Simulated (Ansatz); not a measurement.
TiAl₂, first-principles data

TiAl2:
```xyz
6
Lattice="1.9562 -6.0357 0.0000 1.9562 6.0357 0.0000 0.0000 0.0000 3.9923" Properties=species:S:1:pos:R:3 pbc="T T T"
Al     0.0000     0.0000     0.0000
Al     1.9562    -3.9528     1.9962
Al     1.9562     3.9528     1.9962
Ti     1.9562    -1.8885     0.0000
Ti     1.9562     1.8885     0.0000
Al     1.9562     0.0000     1.9962
```

Space group Cmmm (No. 65); conventional cell a = 3.9125 Å, b = 12.0715 Å, c = 3.9923 Å, α = 90.00°, β = 90.00°, γ = 90.00°.

Method: plane-wave PAW r²SCAN (Ansatz code). Geometry: relaxed at this level of theory. Other levels are named where they apply.

**Cell and energy**

```json
{
  "volume_per_atom": "15.71 Å³",
  "density": "3.59 g/cm³",
  "Formation energy from the elements (no fitted shifts)": "-45 kJ/mol-atom"
}
```

**Electronic structure**

```json
{
  "electronic_character": "metallic (no gap)",
  "Density of states at the Fermi level": "0.35 states/eV per atom (mean over ±0.08 eV)"
}
```

**Charges**

```json
{
 "bader_charges": "Al -0.47 to -0.38, Ti +0.86 e"
}
```

The workflow started from an entry of the Crystallography Open Database (COD). Its standing as an ambient phase is unchecked. The cell was relaxed with r²SCAN under the symmetry of its start; its stability against distortions is not shown here. No spin polarisation was allowed. Axis ratios of metals converge slowly with the k-mesh, so a and c are less sure than the volume. The references are the lowest solids computed at this level, not always the standard phases.

Potentials: the later of the program's two PAW sets.
